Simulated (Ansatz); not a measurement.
## Computed energy over volume and axial ratio: C (diamond)

C (diamond), conventional cell a = 3.572 Å, b = 3.572 Å, c = 3.572 Å, α = 90.00°, β = 90.00°, γ = 90.00°. The calculation uses the primitive cell of 2 atoms, to which meshes and values per cell refer.

Grid over V/V₀ and (c/a)/(c/a)₀, subscript 0 meaning the relaxed cell; the conventional c axis lies along z; no internal relaxation.

These are PBE (plane waves to 420 eV, PAW, scalar-relativistic; Ansatz, an electronic-structure program) values and carry that method's errors. k mesh 16×16×16 (Γ-centred), Fermi-Dirac smearing 0.05 eV. E stands for the smeared free energy. Compression counts positive. C was relaxed with its symmetry unable to fall. The zero of ΔE is the relaxed starting cell.

ΔE (eV/atom), with V/V₀ across and (c/a)/(c/a)₀ down:

```
(c/a)/(c/a)₀ \ V/V₀   0.920   0.960   1.000   1.040   1.080
-------------------  ------  ------  ------  ------  ------
0.880                0.2198  0.1768  0.1634  0.1744  0.2058
0.940                0.0965  0.0535  0.0402  0.0517  0.0835
1.000                0.0561  0.0131  0.0000  0.0116  0.0436
1.060                0.0950  0.0520  0.0388  0.0501  0.0819
1.120                0.2086  0.1652  0.1515  0.1624  0.1935
```

σzz (GPa), with V/V₀ across and (c/a)/(c/a)₀ down:

```
(c/a)/(c/a)₀ \ V/V₀  0.920  0.960  1.000  1.040  1.080
-------------------  -----  -----  -----  -----  -----
0.880                116.4   90.5   68.6   50.2   34.6
0.940                 81.0   56.4   35.8   18.6    4.2
1.000                 42.1   19.1    0.0  -15.8  -28.8
1.060                  0.5  -20.7  -38.0  -52.1  -63.6
1.120                -42.8  -61.9  -77.2  -89.6  -99.3
```

Key numbers:

```
Property                                                                                             Value
-----------------------------------------------------  ---------------------------------------------------
Shear modulus C′ = (C11 − C12)/2 (fit, atoms clamped)                                              463 GPa
Lowest place on the grid                                 V/V₀ = 1.000, (c/a)/(c/a)₀ = 1.000 (0.0 meV/atom)
Highest place on the grid                              V/V₀ = 0.920, (c/a)/(c/a)₀ = 0.880 (219.8 meV/atom)
```

(Under strain, the slope of the energy per volume gives the stress and its curvature an elastic modulus.)
